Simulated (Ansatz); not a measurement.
Nb3In:
```cif
data_In2Nb6
_chemical_formula_sum 'Nb6 In2'
_space_group_name_H-M_alt 'Pm-3n'
_space_group_IT_number 223
_space_group_name_Hall '-P 4n 2 3'
_cell_length_a 5.30704
_cell_length_b 5.30704
_cell_length_c 5.30704
_cell_angle_alpha 90.000
_cell_angle_beta 90.000
_cell_angle_gamma 90.000
loop_
_atom_site_label
_atom_site_type_symbol
_atom_site_symmetry_multiplicity
_atom_site_Wyckoff_symbol
_atom_site_fract_x
_atom_site_fract_y
_atom_site_fract_z
_atom_site_occupancy
Nb1 Nb 6 c 0.00000 0.50000 0.25000 1
In1 In 2 a 0.00000 0.00000 0.00000 1
```

Relaxed with r²SCAN.

Task: Which orbitals make up the states near the Fermi level in the program Ansatz at the r²SCAN level (PAW)?

Result: Within 0.5 eV of the Fermi level: Nb 4d 85 %, In 5p 7 %. Projections are on Löwdin-orthogonalised atomic valence shells; empty p or d shells of many metals are not among them.

Task: Tabulate the density of states.

Result: States/eV per cell of 8 atoms, in 0.25 eV bins, energy from the Fermi level.

```
E (eV)  total  Nb 4d  In 5p  Nb 5s
------  -----  -----  -----  -----
-7.85    0.64   0.02   0.02   0.36
-7.60    0.84   0.05   0.03   0.44
-7.35    1.10   0.10   0.04   0.51
-7.10    1.48   0.20   0.06   0.59
-6.85    2.17   0.44   0.07   0.67
-6.60    4.96   1.51   0.09   0.91
-6.35    3.93   1.50   0.04   0.36
-6.10    0.24   0.08   0.00   0.01
-5.85    0.00   0.00   0.00   0.00
-5.60    0.00   0.00   0.00   0.00
-5.35    0.00   0.00   0.00   0.00
-5.10    0.00   0.00   0.00   0.00
-4.85    0.00   0.00   0.00   0.00
-4.60    0.42   0.13   0.13   0.12
-4.35    2.50   0.86   0.73   0.65
-4.10    6.80   2.97   1.73   1.42
-3.85    3.70   1.62   0.98   0.74
-3.60    1.70   0.83   0.43   0.30
-3.35    2.23   1.26   0.55   0.31
-3.10    7.71   4.96   1.61   0.83
-2.85    7.27   5.04   1.32   0.64
-2.60    8.46   6.70   1.12   0.43
-2.35    6.17   4.96   0.82   0.22
-2.10    9.80   8.07   1.19   0.26
-1.85   13.92  11.33   1.59   0.43
-1.60   11.34   9.21   1.48   0.27
-1.35    7.75   6.49   0.82   0.19
-1.10    8.39   7.38   0.47   0.28
-0.85    2.00   1.75   0.10   0.07
-0.60    6.02   5.31   0.31   0.14
-0.35   13.10  11.37   0.91   0.27
-0.10   10.02   8.45   0.74   0.37
0.15    12.43  10.29   1.02   0.52
0.40     3.00   2.55   0.24   0.08
0.65     2.26   2.06   0.08   0.03
0.90     3.08   2.82   0.11   0.03
1.15     3.70   3.35   0.18   0.03
1.40     4.61   4.19   0.22   0.05
1.65     4.72   4.30   0.22   0.07
1.90     4.76   4.32   0.21   0.09
2.15     5.12   4.62   0.22   0.11
2.40     6.70   6.06   0.29   0.12
2.65     9.59   8.75   0.39   0.13
2.90     9.66   8.92   0.33   0.15
3.15    11.11   9.88   0.57   0.26
3.40     9.51   8.24   0.46   0.36
```

The workflow started from an entry of the Crystallography Open Database (COD). Its standing as an ambient phase is unchecked. The r²SCAN relaxation kept the symmetry of its start; whether a distortion lowers the energy is not shown. No spin polarisation was allowed. Spin–orbit coupling is left out wherever it is not named.

Potentials: the later of the program's two PAW sets.
